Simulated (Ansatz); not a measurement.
Starting cell, MgO (rock salt):

```
CELL_PARAMETERS angstrom
      0.00000     4.25375     4.25375
      2.12687     0.00000     2.12687
      2.12687     2.12687     0.00000
ATOMIC_POSITIONS crystal
  O  0.00000 0.00000 0.00000
  O  0.50000 0.00000 0.00000
  Mg 0.25000 0.50000 0.50000
  Mg 0.75000 0.50000 0.50000
```

Scan: atom 1 (O, nearest neighbour Mg at 2.127 Å; its periodic images, 3.0 Å or more away, move with it) is displaced along Cartesian z, direction (0.000, 0.000, 1.000) in Cartesian axes, by s. The other atoms stay.

Computed with PBE (plane waves to 420 eV, PAW, scalar-relativistic; Ansatz, an electronic-structure program). k mesh 11×11×11 (Γ-centred), Fermi-Dirac smearing 0.05 eV. Energies are smeared free energies. Left out: 2 of 11 points, with atoms too close for the PAW data. MgO was relaxed with its symmetry unable to fall. The zero of ΔE is the undisplaced structure.

```json
[
 {"s (Å)": "-0.512", "ΔE (meV/cell)": "withheld"},
 {"s (Å)": "-0.384", "ΔE (meV/cell)": "759"},
 {"s (Å)": "-0.256", "ΔE (meV/cell)": "285"},
 {"s (Å)": "-0.128", "ΔE (meV/cell)": "64"},
 {"s (Å)": "0.000", "ΔE (meV/cell)": "0"},
 {"s (Å)": "0.128", "ΔE (meV/cell)": "64"},
 {"s (Å)": "0.256", "ΔE (meV/cell)": "285"},
 {"s (Å)": "0.384", "ΔE (meV/cell)": "759"},
 {"s (Å)": "0.512", "ΔE (meV/cell)": "withheld"}
]
```

Question: Fit an even polynomial form (powers 2, 4) to the given rows and predict ΔE at s = -0.512.

Answer: Least squares on the 7 given rows: ΔE = (3716)·s² + (9707)·s⁴, in meV/cell with s in Å; root-mean-square residual 0.3 meV/cell. At -0.512 the fit gives 1641 meV/cell; the calculation gives 1677 meV/cell, so the extrapolation is off by -36 (-2.1 %). The quadratic term alone would give 974 meV/cell.

(For displaced atoms, the force is minus the slope of the energy, and its curvature is a force constant, which sets phonon frequencies.)
